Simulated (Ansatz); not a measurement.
FeBiO₃ in space group P4mm (No. 99; Fe on 1a, Bi on 1b, O on 1a, O on 2c), plane-wave PAW LDA (Ansatz code), all energies at zero smearing, with the estimated change up to a 700 eV cutoff added, with one set of potentials and settings (totals compare only within such a set). Cell of 10 atoms (2 Fe, 2 Bi, 6 O): -36340.257 eV.

```json
[
 {"element": "Fe", "reference phase": "Im-3m, 1 atoms in the cell, spin-polarised", "E (eV/atom)": "-4419.9432"},
 {"element": "Bi", "reference phase": "R-3m, 2 atoms in the cell", "E (eV/atom)": "-12085.8651"},
 {"element": "O", "reference phase": "C2/m, 4 atoms in the cell, spin-polarised", "E (eV/atom)": "-552.6518"}
]
```

Formation energy per atom, worked out: (-36340.257 − 2×(-4419.9432) − 2×(-12085.8651) − 6×(-552.6518))/10 = -1.273 eV/atom (-123 kJ per mol of atoms), at 0 K, without zero-point energy or fitted corrections.

The workflow started from a Materials Project entry (that database holds measured and hypothetical structures alike); the Crystallography Open Database copy checked does not list it. It is not the phase usual at ambient conditions (space group No. 161). The cell was relaxed with LDA under the symmetry of its start, as lowered by the spin order; whether a distortion lowers the energy is not shown. Magnetic state: antiferromagnetic, chosen from 5 collinear starts compared on coarse meshes (ties went to the first, and starts can fall back to one state), not a proven ground state. No Hubbard U is applied. A crystal of weakly bound layers computed without a dispersion correction: the cell and the soft elastic constants depend strongly on that. The references are the lowest solids computed at this level, not always the standard phases (solids in place of the gases). Scalar-relativistic: spin–orbit coupling is off unless named, which matters more the heavier the elements.

Potentials: the later of the program's two PAW sets.
